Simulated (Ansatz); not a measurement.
Al₂Cu (Al2Cu type, space group I4/mcm)

```cif
data_Al8Cu4
_chemical_formula_sum 'Al8 Cu4'
_space_group_name_H-M_alt 'I4/mcm'
_space_group_IT_number 140
_space_group_name_Hall '-I 4 2c'
_cell_length_a 6.05949
_cell_length_b 6.05949
_cell_length_c 4.87450
_cell_angle_alpha 90.000
_cell_angle_beta 90.000
_cell_angle_gamma 90.000
loop_
_atom_site_label
_atom_site_type_symbol
_atom_site_symmetry_multiplicity
_atom_site_Wyckoff_symbol
_atom_site_fract_x
_atom_site_fract_y
_atom_site_fract_z
_atom_site_occupancy
Al1 Al 8 h 0.34172 0.15828 0.00000 1
Cu1 Cu 4 a 0.00000 0.00000 0.25000 1
```
(The calculation used a cell of 6 atoms; values per cell refer to that cell.)

The relaxed cell is deformed in two ways at once: its volume V is scaled, and at that volume it is stretched along z (the c axis of the conventional cell) so that c/a changes. Fractional atomic positions are held.

Computed with PBE (plane waves to 420 eV, PAW, scalar-relativistic; Ansatz, a first-principles code). k mesh 12×12×12 (Γ-centred), Fermi-Dirac smearing 0.05 eV. Stress and pressure are positive under compression. As the atoms are clamped, bonds stretch with the cell, which overstates energies and stresses. With partly filled bands, the response to shear is sensitive to the k mesh, so small differences along c/a are uncertain. Al2Cu is run without spin polarisation. Al2Cu was relaxed with its symmetry unable to fall. 

Question: Estimate the P (GPa) for all points of the grid V/V₀ = 0.960, 0.973, 0.987, 1.000, 1.013, 1.027, 1.040 by (c/a)/(c/a)₀ = 0.960, 0.973, 0.987, 1.000, 1.013, 1.027, 1.040.

Answer: P (GPa), with V/V₀ across and (c/a)/(c/a)₀ down:

| (c/a)/(c/a)₀ \ V/V₀ | 0.960 | 0.973 | 0.987 | 1.000 | 1.013 | 1.027 | 1.040 |
|---|---|---|---|---|---|---|---|
| 0.960 | 4.6 | 3.0 | 1.5 | 0.1 | -1.2 | -2.4 | -3.5 |
| 0.973 | 4.5 | 2.9 | 1.4 | 0.0 | -1.3 | -2.5 | -3.6 |
| 0.987 | 4.5 | 2.9 | 1.4 | 0.0 | -1.3 | -2.5 | -3.6 |
| 1.000 | 4.5 | 2.9 | 1.4 | 0.0 | -1.3 | -2.5 | -3.6 |
| 1.013 | 4.5 | 2.9 | 1.4 | 0.0 | -1.2 | -2.4 | -3.5 |
| 1.027 | 4.6 | 3.0 | 1.5 | 0.1 | -1.2 | -2.4 | -3.5 |
| 1.040 | 4.7 | 3.0 | 1.6 | 0.2 | -1.1 | -2.3 | -3.4 |

(A scan under strain: stresses follow from slopes of the energy per volume, elastic moduli from its curvatures.)
